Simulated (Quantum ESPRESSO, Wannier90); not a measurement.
SnS2 (I-42d), plane waves to Wannier functions

Materials Project entry mp-1002063; symmetrised, unrelaxed at this level. Not found in the COD (Crystallography Open Database) copy used, which has the formula in other groups; not checked further. Computed values, not measurements, from LDA: Quantum ESPRESSO (norm-conserving PseudoDojo potentials, cutoff 58 Ry, no spin polarisation, no spin-orbit coupling) on a Γ-centred 4×4×4 mesh, then Wannier90. Density: 6×6×6 mesh, cold smearing 0.01 Ry. Spin-orbit coupling is left out although heavy elements are present.

On the energy scale of pw.x, whose zero is arbitrary, the valence-band maximum lies at 3.64 eV.

Input w.win:

```
num_bands = 16
num_wann = 16
exclude_bands = 1-10,27-47
num_iter = 1000
conv_tol = 1.0e-6
conv_window = 4
num_cg_steps = 0
write_hr = true
write_u_matrices = true
auto_projections = true
begin unit_cell_cart
ang
    5.9265000000    0.0000000000    0.0000000000
    0.0000000000    5.9265000000    0.0000000000
   -2.9632500000   -2.9632500000    4.9111200000
end unit_cell_cart
begin atoms_frac
Sn   0.2500000000 -0.2500000000  0.5000000000
Sn   0.0000000000  0.0000000000  0.0000000000
S   -0.1197400000 -0.1250000000  0.2500000000
S   -0.3750000000  0.1197400000 -0.2500000000
S    0.3697400000  0.3750000000  0.2500000000
S    0.1250000000 -0.3697400000 -0.2500000000
end atoms_frac
mp_grid = 4 4 4
begin kpoints
0.0000000000 0.0000000000 0.0000000000
0.0000000000 0.0000000000 0.2500000000
0.0000000000 0.0000000000 0.5000000000
... (61 more lines: the 4x4x4 mesh through Gamma)
end kpoints
```

Input of pw2wannier90.x that gives the overlap and projection files (equivalent; here they were cut from one run over all bands):

```
&inputpp
  outdir = './out'
  prefix = 'pwscf'
  seedname = 'w'
  write_amn = .true.
  write_mmn = .true.
  scdm_proj = .true.
  scdm_entanglement = 'isolated'
/
```

Output w.wout (banner and timings cut):

```
                                    ------
                                    SYSTEM
                                    ------

                              Lattice Vectors (Ang)
                    a_1     5.926500   0.000000   0.000000
                    a_2     0.000000   5.926500   0.000000
                    a_3    -2.963250  -2.963250   4.911120

                   Unit Cell Volume:     172.49524  (Ang^3)

                        Reciprocal-Space Vectors (Ang^-1)
                    b_1     1.060185  -0.000000   0.639690
                    b_2    -0.000000   1.060185   0.639690
                    b_3     0.000000   0.000000   1.279379

 *----------------------------------------------------------------------------*
 |   Site       Fractional Coordinate          Cartesian Coordinate (Ang)     |
 +----------------------------------------------------------------------------+
 | sn   1   0.25000  -0.25000   0.50000   |    0.00000  -2.96325   2.45556    |
 | sn   2   0.00000   0.00000   0.00000   |    0.00000   0.00000   0.00000    |
 | s    1  -0.11974  -0.12500   0.25000   |   -1.45045  -1.48162   1.22778    |
 | s    2  -0.37500   0.11974  -0.25000   |   -1.48162   1.45045  -1.22778    |
 | s    3   0.36974   0.37500   0.25000   |    1.45045   1.48162   1.22778    |
 | s    4   0.12500  -0.36974  -0.25000   |    1.48162  -1.45045  -1.22778    |
 *----------------------------------------------------------------------------*
                                ------------
                                K-POINT GRID
                                ------------

             Grid size =  4 x  4 x  4      Total points =   64

 *---------------------------------- MAIN ------------------------------------*
 |  Number of Wannier Functions               :                16             |
 |  Number of Objective Wannier Functions     :                16             |
 |  Number of input Bloch states              :                16             |
 |  Output verbosity (1=low, 5=high)          :                 1             |
 |  Timing Level (1=low, 5=high)              :                 1             |
 |  Optimisation (0=memory, 3=speed)          :                 3             |
 |  Length Unit                               :               Ang             |
 |  Post-processing setup (write *.nnkp)      :                 F             |
 |  Using Gamma-only branch of algorithms     :                 F             |
 *----------------------------------------------------------------------------*
 *------------------------------- WANNIERISE ---------------------------------*
 |  Total number of iterations                :              1000             |
 |  Number of CG steps before reset           :                 0             |
 |  Trial step length for line search         :             2.000             |
 |  Convergence tolerence                     :         0.100E-05             |
 |  Convergence window                        :                 4             |
 |  Iterations between writing output         :                 1             |
 |  Iterations between backing up to disk     :               100             |
 |  Write r^2_nm to file                      :                 F             |
 |  Write xyz WF centres to file              :                 F             |
 |  Write on-site energies <0n|H|0n> to file  :                 F             |
 |  Use guiding centre to control phases      :                 F             |
 |  Use phases for initial projections        :                 F             |
 *----------------------------------------------------------------------------*
 *-------------------------------- PLOTTING ----------------------------------*
 |  Plotting Hamiltonian in WF basis          :                 T             |
 *----------------------------------------------------------------------------*

       ... (k-mesh section left out)

 Starting a new Wannier90 calculation ...

 Reading overlaps from w.mmn

 Reading projections from w.amn

 *------------------------------- WANNIERISE ---------------------------------*
 +--------------------------------------------------------------------+<-- CONV
 | Iter  Delta Spread     RMS Gradient      Spread (Ang^2)            |<-- CONV
 +--------------------------------------------------------------------+<-- CONV

 ------------------------------------------------------------------------------
 Initial State
  WF centre and spread    1  ( -1.721274,  1.517952, -0.951056 )     1.70657169
  WF centre and spread    2  ( -1.524636, -1.725567,  0.926875 )     1.64429374
  WF centre and spread    3  (  1.721213, -1.523459, -0.936953 )     1.67850942
  WF centre and spread    4  (  1.523925,  1.721662,  0.937071 )     1.68290151
  WF centre and spread    5  (  1.573590,  1.273418,  1.494423 )     1.69856117
  WF centre and spread    6  (  1.271783, -1.573274, -1.493845 )     1.67962120
  WF centre and spread    7  ( -1.293334,  1.564407, -1.496441 )     1.72368626
  WF centre and spread    8  ( -1.566630, -1.286325,  1.485490 )     1.72451236
  WF centre and spread    9  (  0.937988, -0.819878, -0.797326 )     1.63723769
  WF centre and spread   10  (  0.819248,  0.939297,  0.796113 )     1.65677980
  WF centre and spread   11  ( -1.982811,  0.785484, -1.666608 )     1.68967085
  WF centre and spread   12  ( -0.837488, -0.915577,  0.811889 )     1.62716019
  WF centre and spread   13  ( -0.848929, -2.004206,  1.692339 )     1.68519723
  WF centre and spread   14  ( -0.922173,  0.910817, -0.796187 )     1.68139780
  WF centre and spread   15  (  0.859323,  2.000044,  1.691295 )     1.73483236
  WF centre and spread   16  (  2.000124, -0.860594, -1.691609 )     1.72895539
  Sum of centres and spreads (  0.009921,  0.004203,  0.005470 )    26.97988868

      0     0.270E+02     0.0000000000       26.9798886755  <-- CONV
        O_D=      0.0116365 O_OD=      4.6968137 O_TOT=     26.9798887 <-- SPRD
 ------------------------------------------------------------------------------
      1    -0.104E+01     1.1652558918       25.9419773416  <-- CONV
        O_D=      0.0124911 O_OD=      3.6580478 O_TOT=     25.9419773 <-- SPRD
      2    -0.233E+00     0.7887015709       25.7086770726  <-- CONV
        O_D=      0.0053553 O_OD=      3.4318833 O_TOT=     25.7086771 <-- SPRD
      3    -0.663E-01     0.4282219147       25.6423638303  <-- CONV
        O_D=      0.0043120 O_OD=      3.3666133 O_TOT=     25.6423638 <-- SPRD
      4    -0.372E-01     0.3450551958       25.6052071739  <-- CONV
        O_D=      0.0040907 O_OD=      3.3296780 O_TOT=     25.6052072 <-- SPRD
      5    -0.242E-01     0.2691243679       25.5810323995  <-- CONV
        O_D=      0.0040384 O_OD=      3.3055556 O_TOT=     25.5810324 <-- SPRD
       ... (lines left out)
    100    -0.138E-03     0.0223347614       25.4151808782  <-- CONV
        O_D=      0.0036704 O_OD=      3.1400720 O_TOT=     25.4151809 <-- SPRD
       ... (lines left out)
    200    -0.198E-04     0.0085804083       25.4100471687  <-- CONV
        O_D=      0.0036360 O_OD=      3.1349727 O_TOT=     25.4100472 <-- SPRD
       ... (lines left out)
    300    -0.788E-05     0.0054078820       25.4087952867  <-- CONV
        O_D=      0.0036335 O_OD=      3.1337233 O_TOT=     25.4087953 <-- SPRD
       ... (lines left out)
    400    -0.366E-05     0.0036856033       25.4082490308  <-- CONV
        O_D=      0.0036339 O_OD=      3.1331767 O_TOT=     25.4082490 <-- SPRD
       ... (lines left out)
    500    -0.174E-05     0.0025389666       25.4079919773  <-- CONV
        O_D=      0.0036342 O_OD=      3.1329193 O_TOT=     25.4079920 <-- SPRD
       ... (lines left out)
    576    -0.990E-06     0.0019165836       25.4078913211  <-- CONV
        O_D=      0.0036343 O_OD=      3.1328185 O_TOT=     25.4078913 <-- SPRD
    577    -0.983E-06     0.0018421367       25.4078903382  <-- CONV
        O_D=      0.0036344 O_OD=      3.1328175 O_TOT=     25.4078903 <-- SPRD
    578    -0.976E-06     0.0019028722       25.4078893626  <-- CONV
        O_D=      0.0036343 O_OD=      3.1328166 O_TOT=     25.4078894 <-- SPRD
             <<<     Delta < 1.000E-06  over  4 iterations     >>>
             <<< Wannierisation convergence criteria satisfied >>>
 Final State
  WF centre and spread    1  ( -1.727162,  1.565025, -0.909123 )     1.54037516
  WF centre and spread    2  ( -1.564273, -1.727316,  0.908932 )     1.54090691
  WF centre and spread    3  (  1.727177, -1.564998, -0.909123 )     1.54039358
  WF centre and spread    4  (  1.564993,  1.727178,  0.909122 )     1.54039696
  WF centre and spread    5  (  1.572932,  1.237835,  1.544339 )     1.53489981
  WF centre and spread    6  (  1.237834, -1.572926, -1.544341 )     1.53490326
  WF centre and spread    7  ( -1.237842,  1.572899, -1.544360 )     1.53492317
  WF centre and spread    8  ( -1.573648, -1.238017,  1.544148 )     1.53441168
  WF centre and spread    9  (  0.938206, -0.831488, -0.795727 )     1.63823639
  WF centre and spread   10  (  0.831488,  0.938205,  0.795728 )     1.63823810
  WF centre and spread   11  ( -2.023376,  0.831429, -1.661899 )     1.63844125
  WF centre and spread   12  ( -0.831495, -0.938037,  0.795938 )     1.63821389
  WF centre and spread   13  ( -0.831429, -2.023221,  1.662097 )     1.63844946
  WF centre and spread   14  ( -0.938196,  0.831491, -0.795735 )     1.63823035
  WF centre and spread   15  (  0.831432,  2.023358,  1.661927 )     1.63843431
  WF centre and spread   16  (  2.023359, -0.831432, -1.661925 )     1.63843509
  Sum of centres and spreads ( -0.000001, -0.000014, -0.000002 )    25.40788936

         Spreads (Ang^2)       Omega I      =    22.271438453
        ================       Omega D      =     0.003634344
                               Omega OD     =     3.132816566
    Final Spread (Ang^2)       Omega Total  =    25.407889363
```
